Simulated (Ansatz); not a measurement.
Ansatz (a first-principles code) input:

Ansatz 0.2 input:
```yaml
crystal:
  lattice:
    - [3.8252148989, 0.0, 0.0]
    - [-1.9126074495, 3.3127332774, 0.0]
    - [0.0, 0.0, 6.3235379737]
  atoms:
    - { symbol: Si, position: [0.3333333333, 0.6666666667, 0.0629817268] }
    - { symbol: Si, position: [0.6666666667, 0.3333333333, 0.9370182732] }
    - { symbol: Si, position: [0.6666666667, 0.3333333333, 0.5629817268] }
    - { symbol: Si, position: [0.3333333333, 0.6666666667, 0.4370182732] }
kpoints:
  mp_grid: { grid: [8, 8, 5] }
hamiltonian:
  xc: pbesol
  pseudopotentials: { azcp: { folder: ./paw }, kind: paw }
scf:
  occupations: { method: fixed }
elastic: { mode: relaxed_ion, stencil: two_point, amplitude: 0.005, f_tol: 0.0005 }
```

Output (shortened):

```
Pseudopotentials: kind: paw
Pseudopotential: Si, paw, valence charge 4
Functional definition: PBEsol
Crystal: 4 atoms, lattice volume = 80.131 Å³
Basis set: ecut = 420 eV, 1581 PW (Γ), exchange–correlation on 54×54×90 points (8 copies of the dense FFT grid, shifted against one another)
Bands: 12, of which v1, the nominal top of the filled ones, is band 8 counted from 1 (7 counted from 0)
Symmetry: 24 space group operations
Space group: P63/mmc (ITA 194), of the structure as read, at distance tolerance 4.3e-5 Å
k-points: 30 of 320
PAW frozen core: Si, regenerated for the run's functional, and the local potential with it
Initial density: superposition of atomic densities (chi_scale 0.1, normalization cell)
Initial wavefunctions: pseudopotential atomic-orbital guess
Eigensolver: davidson
Functional: x = pbesol(κ = 0.804, μ = 0.12345679012345678), c = pbesol(β = 0.046)
all-band conjugate gradients solve this SCF's bands
SCF 1 converged in 9 iterations: F = -2485.934001 eV  dr2 = 2.72e-15
Crystal: 4 atoms, lattice volume = 79.731 Å³
Basis set: ecut = 420 eV, 1565 PW (Γ), exchange–correlation on 54×54×90 points (8 copies of the dense FFT grid, shifted against one another)
Symmetry: 8 space group operations
k-points: 63 of 320
Initial density: handed on by an earlier stage of this run
Initial wavefunctions: pseudopotential atomic-orbital guess (no wavefunctions were taken with the density)
SCF 2 converged in 8 iterations: F = -2485.932629 eV  dr2 = 3.80e-15
relax step   1: F+E_penalty+E_count = -2485.93262861 eV  Δ(F+E_penalty+E_count) = +0.000e0 eV  max|allowed force component| = 4.164e-2 eV/Å  Δτ_max = 0.0000 Å  (8 SCF iters, accepted)
density extrapolation: transplant  |δρ|_rms = 4.056e-2 e/Å³  SAD shift = 3.249e-4 e/Å³
Crystal: 4 atoms, lattice volume = 79.731 Å³
Initial wavefunctions: those handed on with the density
SCF 3 converged in 7 iterations: F = -2485.932822 eV  dr2 = 1.17e-15
relax step   2: F+E_penalty+E_count = -2485.93282150 eV  Δ(F+E_penalty+E_count) = -1.929e-4 eV  max|allowed force component| = 1.089e-2 eV/Å  Δτ_max = 0.0015 Å  (7 SCF iters, accepted)
density extrapolation: transplant  |δρ|_rms = 4.056e-2 e/Å³  SAD shift = 1.112e-4 e/Å³
Crystal: 4 atoms, lattice volume = 79.731 Å³
SCF 4 converged in 6 iterations: F = -2485.932835 eV  dr2 = 8.79e-14
relax step   3: F+E_penalty+E_count = -2485.93283483 eV  Δ(F+E_penalty+E_count) = -1.333e-5 eV  max|allowed force component| = 4.866e-6 eV/Å  Δτ_max = 0.0005 Å  (6 SCF iters, accepted)
Crystal: 4 atoms, lattice volume = 79.731 Å³
SCF 5 converged in 8 iterations: F = -2485.932835 eV  dr2 = 5.71e-14
Crystal: 4 atoms, lattice volume = 80.532 Å³
SCF 6 converged in 8 iterations: F = -2485.932651 eV  dr2 = 5.08e-15
relax step   1: F+E_penalty+E_count = -2485.93265102 eV  Δ(F+E_penalty+E_count) = +0.000e0 eV  max|allowed force component| = 3.986e-2 eV/Å  Δτ_max = 0.0000 Å  (8 SCF iters, accepted)
density extrapolation: transplant  |δρ|_rms = 4.013e-2 e/Å³  SAD shift = 4.169e-4 e/Å³
Crystal: 4 atoms, lattice volume = 80.532 Å³
SCF 7 converged in 7 iterations: F = -2485.932847 eV  dr2 = 5.34e-15
relax step   2: F+E_penalty+E_count = -2485.93284687 eV  Δ(F+E_penalty+E_count) = -1.959e-4 eV  max|allowed force component| = 9.711e-4 eV/Å  Δτ_max = 0.0019 Å  (7 SCF iters, accepted)
density extrapolation: transplant  |δρ|_rms = 4.013e-2 e/Å³  SAD shift = 1.048e-5 e/Å³
Crystal: 4 atoms, lattice volume = 80.532 Å³
SCF 8 converged in 5 iterations: F = -2485.932847 eV  dr2 = 3.60e-14
relax step   3: F+E_penalty+E_count = -2485.93284699 eV  Δ(F+E_penalty+E_count) = -1.182e-7 eV  max|allowed force component| = 1.214e-7 eV/Å  Δτ_max = 0.0000 Å  (5 SCF iters, accepted)
Crystal: 4 atoms, lattice volume = 80.532 Å³
SCF 9 converged in 8 iterations: F = -2485.932847 eV  dr2 = 3.72e-14
Crystal: 4 atoms, lattice volume = 79.731 Å³
Basis set: ecut = 420 eV, 1545 PW (Γ), exchange–correlation on 54×54×90 points (8 copies of the dense FFT grid, shifted against one another)
SCF 10 converged in 7 iterations: F = -2485.932445 eV  dr2 = 1.86e-14
relax step   1: F+E_penalty+E_count = -2485.93244460 eV  Δ(F+E_penalty+E_count) = +0.000e0 eV  max|allowed force component| = 5.512e-2 eV/Å  Δτ_max = 0.0000 Å  (7 SCF iters, accepted)
density extrapolation: transplant  |δρ|_rms = 4.056e-2 e/Å³  SAD shift = 3.249e-4 e/Å³
Crystal: 4 atoms, lattice volume = 79.731 Å³
SCF 11 converged in 7 iterations: F = -2485.932659 eV  dr2 = 1.81e-14
relax step   2: F+E_penalty+E_count = -2485.93265860 eV  Δ(F+E_penalty+E_count) = -2.140e-4 eV  max|allowed force component| = 1.316e-2 eV/Å  Δτ_max = 0.0016 Å  (7 SCF iters, accepted)
density extrapolation: transplant  |δρ|_rms = 4.056e-2 e/Å³  SAD shift = 1.018e-4 e/Å³
Crystal: 4 atoms, lattice volume = 79.731 Å³
SCF 12 converged in 7 iterations: F = -2485.932672 eV  dr2 = 4.59e-14
relax step   3: F+E_penalty+E_count = -2485.93267161 eV  Δ(F+E_penalty+E_count) = -1.301e-5 eV  max|allowed force component| = 8.245e-5 eV/Å  Δτ_max = 0.0005 Å  (7 SCF iters, accepted)
Crystal: 4 atoms, lattice volume = 79.731 Å³
SCF 13 converged in 8 iterations: F = -2485.932672 eV  dr2 = 1.76e-14
Crystal: 4 atoms, lattice volume = 80.532 Å³
SCF 14 converged in 7 iterations: F = -2485.932496 eV  dr2 = 4.16e-14
relax step   1: F+E_penalty+E_count = -2485.93249551 eV  Δ(F+E_penalty+E_count) = +0.000e0 eV  max|allowed force component| = 5.011e-2 eV/Å  Δτ_max = 0.0000 Å  (7 SCF iters, accepted)
density extrapolation: transplant  |δρ|_rms = 4.013e-2 e/Å³  SAD shift = 3.887e-4 e/Å³
Crystal: 4 atoms, lattice volume = 80.532 Å³
SCF 15 converged in 7 iterations: F = -2485.932691 eV  dr2 = 1.08e-14
relax step   2: F+E_penalty+E_count = -2485.93269143 eV  Δ(F+E_penalty+E_count) = -1.959e-4 eV  max|allowed force component| = 1.763e-3 eV/Å  Δτ_max = 0.0019 Å  (7 SCF iters, accepted)
density extrapolation: transplant  |δρ|_rms = 4.012e-2 e/Å³  SAD shift = 1.418e-5 e/Å³
Crystal: 4 atoms, lattice volume = 80.532 Å³
SCF 16 converged in 5 iterations: F = -2485.932692 eV  dr2 = 7.68e-14
relax step   3: F+E_penalty+E_count = -2485.93269167 eV  Δ(F+E_penalty+E_count) = -2.410e-7 eV  max|allowed force component| = 1.023e-5 eV/Å  Δτ_max = 0.0001 Å  (5 SCF iters, accepted)
Crystal: 4 atoms, lattice volume = 80.532 Å³
SCF 17 converged in 9 iterations: F = -2485.932692 eV  dr2 = 1.14e-14
Crystal: 4 atoms, lattice volume = 80.131 Å³
Basis set: ecut = 420 eV, 1573 PW (Γ), exchange–correlation on 54×54×90 points (8 copies of the dense FFT grid, shifted against one another)
Symmetry: 4 space group operations
k-points: 93 of 320
SCF 18 converged in 8 iterations: F = -2485.933620 eV  dr2 = 3.50e-14
relax step   1: F+E_penalty+E_count = -2485.93362040 eV  Δ(F+E_penalty+E_count) = +0.000e0 eV  max|allowed force component| = 3.385e-2 eV/Å  Δτ_max = 0.0000 Å  (8 SCF iters, accepted)
density extrapolation: transplant  |δρ|_rms = 4.034e-2 e/Å³  SAD shift = 1.966e-4 e/Å³
Crystal: 4 atoms, lattice volume = 80.131 Å³
SCF 19 converged in 7 iterations: F = -2485.933701 eV  dr2 = 5.78e-14
relax step   2: F+E_penalty+E_count = -2485.93370104 eV  Δ(F+E_penalty+E_count) = -8.064e-5 eV  max|allowed force component| = 8.668e-3 eV/Å  Δτ_max = 0.0010 Å  (7 SCF iters, accepted)
density extrapolation: transplant  |δρ|_rms = 4.034e-2 e/Å³  SAD shift = 6.720e-5 e/Å³
Crystal: 4 atoms, lattice volume = 80.131 Å³
SCF 20 converged in 7 iterations: F = -2485.933707 eV  dr2 = 6.12e-15
relax step   3: F+E_penalty+E_count = -2485.93370664 eV  Δ(F+E_penalty+E_count) = -5.597e-6 eV  max|allowed force component| = 2.310e-5 eV/Å  Δτ_max = 0.0003 Å  (7 SCF iters, accepted)
Crystal: 4 atoms, lattice volume = 80.131 Å³
SCF 21 converged in 10 iterations: F = -2485.933707 eV  dr2 = 1.44e-17
Crystal: 4 atoms, lattice volume = 80.131 Å³
SCF 22 converged in 8 iterations: F = -2485.933620 eV  dr2 = 9.38e-14
relax step   1: F+E_penalty+E_count = -2485.93362040 eV  Δ(F+E_penalty+E_count) = +0.000e0 eV  max|allowed force component| = 3.385e-2 eV/Å  Δτ_max = 0.0000 Å  (8 SCF iters, accepted)
density extrapolation: transplant  |δρ|_rms = 4.034e-2 e/Å³  SAD shift = 2.638e-4 e/Å³
Crystal: 4 atoms, lattice volume = 80.131 Å³
SCF 23 converged in 7 iterations: F = -2485.933707 eV  dr2 = 7.56e-14
relax step   2: F+E_penalty+E_count = -2485.93370664 eV  Δ(F+E_penalty+E_count) = -8.624e-5 eV  max|allowed force component| = 2.216e-4 eV/Å  Δτ_max = 0.0013 Å  (7 SCF iters, accepted)
Crystal: 4 atoms, lattice volume = 80.131 Å³
SCF 24 converged in 10 iterations: F = -2485.933707 eV  dr2 = 1.16e-17
SCF converged after 9 iterations
Free energy (F): -2485.934001 eV
Harris-Foulkes:  -2485.934001 eV  (|F-HF|=4.55e-13)
Internal energy: -2485.934001 eV  (E = F + TS)
E sigma→0 (E₀):  -2485.934001 eV
Fermi energy:    6.425612 eV
--- Per-component energies (eV) ---
  E_band       = 17.294750
  E_kinetic    = 162.046803
  E_local      = -98.773680  (includes V_loc(G=0)·N_el)
  E_nonlocal   = 91.649905
  E_hartree    = 29.871018
  E_xc         = -223.456366
  E_vxc        = -190.951233  (∫ρ·V_xc dr)
  E_paw        = -1991.039138  (= ΣΔE_a)
  E_vpaw       = -6.419231  (= ΣTr[D̂ρ^β])
  E_aug_tail   = 0.000150  (compensation charges beyond the density's cutoff)
  E_ewald      = -456.358936
  E_core_change = 0.126243  (= ΣΔE_core)
  E_smearing   =  0.000000  (= −TS)
  E_closure    = 0.000000  (closes the sum)
  Σ components = -2485.934001   (vs F -2485.934001, Δ=0.00e0)
--- Forces (eV/Å), atoms counted from 1 ---
  atom   1  Si     0.00000000     0.00000000    -0.00028385
  atom   2  Si     0.00000000     0.00000000     0.00028385
  atom   3  Si     0.00000000     0.00000000    -0.00028385
  atom   4  Si     0.00000000     0.00000000     0.00028385
  max |Σ_I F_I| component: 3.24e-17 eV/Å
--- Stress (GPa, compression-positive) ---
       -0.001544       0.000000       0.000000
        0.000000      -0.001544       0.000000
        0.000000       0.000000       0.000902
  P = ⅓ Tr σ = -0.0007 GPa (-0.007 kbar)
  The stress holds the Pulay correction. Without it, at fixed plane waves, as pw.x and ABINIT print it: P = -0.0037 GPa
  The stress includes an estimate of the error left by incomplete SCF convergence (largest component 0.0000 GPa).
--- Band table (eV; the first three rows and the last of 30) ---
  k-point 0: bands = ["-5.8339", "-3.5246", "-0.8612", "4.8908", "4.8908", "6.0700", "6.4256", "6.4256", "7.3914", "8.3746", "8.3746", "8.7205"]
  k-point 1: bands = ["-5.7039", "-3.9702", "-0.1711", "4.9160", "4.9916", "4.9916", "6.1900", "6.1900", "7.5224", "8.5853", "8.5853", "9.0078"]
  k-point 2: bands = ["-5.3203", "-4.7099", "1.2917", "3.0635", "5.2824", "5.2824", "5.7199", "5.7199", "7.9034", "8.4796", "9.0627", "9.0627"]
  k-point 29: bands = ["-2.6748", "-2.3421", "-1.0640", "-0.7175", "1.8168", "2.3518", "3.9953", "4.3728", "7.9095", "8.3624", "9.3006", "10.5452"]
  band table: 12 of 12 bands, residual norms ≤ 1.0e-3 eV
--- Elastic constants: 3 strain directions × 2 members + reference (group order 24) ---
  dense FFT box of the reference and of every strained cell: 27×27×45
  strains applied: 11, 33, 23; error gains …
  C = ∂σ_k/∂η_j (tension-positive GPa; Voigt order 11 22 33 23 13 12):
       185.568     54.232     38.868      0.000      0.000      0.000
        54.232    185.568     38.868      0.000      0.000      0.000
        38.865     38.865    211.008      0.000      0.000      0.000
         0.000      0.000      0.000     47.093      0.000      0.000
         0.000      0.000      0.000      0.000     47.093      0.000
         0.000      0.000      0.000      0.000      0.000     65.668
  reference stress σ⁰ (GPa):      0.002      0.002     -0.001      0.000      0.000      0.000
  moduli (Voigt/Reuss/Hill, GPa): K = 94.01/93.96/93.99   G = 61.98/58.98/60.48   E = 149.39   ν = 0.235
  mechanically stable: yes (min eigenvalue of sym C = 47.09 GPa)
  strain η (Voigt 11):  stress-route row diagonal C_11 = 185.57 GPa, energy-path curvature d²(F+E_count+ΔE)/dδ²/Ω₀ = 185.56 GPa
         δ    σ_11 (GPa)             F (eV)   n_scf  n_hpsi   n_pw
    -5.000e-3      -0.9372       -2485.9328348       8   13260   1581   relax 3 steps, max|allowed force component| 4.87e-6 eV/Å
     5.000e-3       0.9185       -2485.9328470       8   13496   1595   relax 3 steps, max|allowed force component| 1.21e-7 eV/Å
  strain η (Voigt 33):  stress-route row diagonal C_33 = 211.01 GPa, energy-path curvature d²(F+E_count+ΔE)/dδ²/Ω₀ = 211.01 GPa
         δ    σ_33 (GPa)             F (eV)   n_scf  n_hpsi   n_pw
    -5.000e-3      -1.0668       -2485.9326716       8    6432   1578   relax 3 steps, max|allowed force component| 8.24e-5 eV/Å
     5.000e-3       1.0433       -2485.9326917       9    7534   1593   relax 3 steps, max|allowed force component| 1.02e-5 eV/Å
  strain η (Voigt 23):  stress-route row diagonal C_44 = 47.09 GPa, energy-path curvature d²(F+E_count+ΔE)/dδ²/Ω₀ = 47.09 GPa
         δ    σ_23 (GPa)             F (eV)   n_scf  n_hpsi   n_pw
    -5.000e-3      -0.2355       -2485.9337066      10   22969   1584   relax 3 steps, max|allowed force component| 2.31e-5 eV/Å
     5.000e-3       0.2355       -2485.9337066      10   23007   1584   relax 2 steps, max|allowed force component| 2.22e-4 eV/Å
```

Cost: about 22 core-seconds (a rough figure) on shared cores.

Space group P6_3/mmc. The workflow started from a Materials Project entry (that database holds measured and hypothetical structures alike); the Crystallography Open Database copy checked does not list it. It is not the phase usual at ambient conditions (space group No. 227). Symmetry was held in the PBEsol relaxation; its stability against distortions is not shown here.

Potentials: the earlier of the program's two PAW sets.

Ansatz is a plane-wave DFT program.
